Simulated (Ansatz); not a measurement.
Values for one crystal, relaxed and computed with the program Ansatz at the r²SCAN level (PAW); other levels are named.

```yaml
volume_per_atom: 18.59 Å³
electronic_character: metallic (no gap)
debye_temperature_from_the_elastic_constants: 283 K
Pressure derivative B′: 5.2
Gap with spin–orbit coupling: none (metallic)
Density of states at the Fermi level: 0.31 states/eV per atom (mean over ±0.08 eV)
Young's modulus: 108 GPa
```

### Question
Which of these materials gives this?
A) CuSn, NiAs type
B) ZnCu, CsCl type
C) MgCu2, cubic Laves (MgCu2 type)
D) CuPd, CsCl type

### Answer
A, CuSn, NiAs type

Space group P6_3/mmc (NiAs type). The first step of the workflow began from a Materials Project structure, measured or hypothetical; the Crystallography Open Database files this formula in space group No. 194, but the cells were not matched. Its standing as an ambient phase is unchecked. The cell was relaxed with r²SCAN under the symmetry of its start; whether a distortion lowers the energy is not shown. The run is not spin-polarised. As this level gives no gap, shear constants depend on the k-mesh and smearing (Fermi–Dirac, 0.1 eV here). Spin–orbit coupling is left out wherever it is not named.

Potentials: the later of the program's two PAW sets.
